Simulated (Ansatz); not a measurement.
ScAl₃ (Cu3Au type)

```xyz
4
Lattice="4.1054 0.0000 0.0000 0.0000 4.1054 0.0000 0.0000 0.0000 4.1054" Properties=species:S:1:pos:R:3 pbc="T T T"
Al     0.0000     2.0527     2.0527
Al     2.0527     2.0527     0.0000
Al     2.0527     0.0000     2.0527
Sc     0.0000     0.0000     0.0000
```

Two-dimensional scan of atom 2 (Al, nearest neighbour Sc at 2.903 Å; its periodic images, 4.1 Å or more away, move with it): u runs along (1.000, 0.000, 0.000), v along (0.000, 1.000, 0.000) (Cartesian). Cell and other atoms are fixed.

Level of theory: PBE (plane waves to 420 eV, PAW, scalar-relativistic; Ansatz, a first-principles code). k mesh 9×9×9 (Γ-centred), Fermi-Dirac smearing 0.05 eV. E stands for the smeared free energy. Points where atoms come too close for the PAW data are left out (x in tables, blank in figures). With partly filled bands, energies and forces of such displacements shift with the k mesh and the smearing. Fu and Fv are the components of the force on the atom. ScAl3 is run without spin polarisation. ScAl3 was relaxed with its symmetry unable to fall. The PAW data are Ansatz's earlier set. ΔE is measured from the undisplaced structure. Axes are in Å.

ΔE (meV/cell), with u across and v down:

| v \ u | -0.730 | -0.487 | -0.243 | 0.000 | 0.243 | 0.487 | 0.730 |
|---|---|---|---|---|---|---|---|
| -0.730 | x | x | 2098 | 1736 | 2098 | x | x |
| -0.487 | x | 1818 | 1012 | 752 | 1012 | 1818 | x |
| -0.243 | 2098 | 1012 | 385 | 183 | 385 | 1012 | 2098 |
| 0.000 | 1736 | 752 | 183 | 0 | 183 | 752 | 1736 |
| 0.243 | 2098 | 1012 | 385 | 183 | 385 | 1012 | 2098 |
| 0.487 | x | 1818 | 1012 | 752 | 1012 | 1818 | x |
| 0.730 | x | x | 2098 | 1736 | 2098 | x | x |

Fu (eV/Å), with u across and v down:

```csv
v \ u,-0.730,-0.487,-0.243,0.000,0.243,0.487,0.730
-0.730,x,x,3.01,0.00,-3.01,x,x
-0.487,x,4.50,2.16,0.00,-2.16,-4.50,x
-0.243,5.43,3.51,1.67,0.00,-1.67,-3.51,-5.43
0.000,4.92,3.17,1.52,0.00,-1.52,-3.17,-4.92
0.243,5.43,3.51,1.67,0.00,-1.67,-3.51,-5.43
0.487,x,4.50,2.16,0.00,-2.16,-4.50,x
0.730,x,x,3.01,0.00,-3.01,x,x
```

Key numbers:

```
Quantity                                                                                                      Result
-----------------------------------------------------------------------------  -------------------------------------
Principal force constants in the plane (five-point differences of the forces)                   6.2 eV/Å², isotropic
Centre of the map                                                                                          a minimum
Lowest place on the grid                                                       u = 0.000 Å, v = 0.000 Å (0 meV/cell)
```

(For displaced atoms, the force is minus the slope of the energy, and its curvature is a force constant, which sets phonon frequencies.)
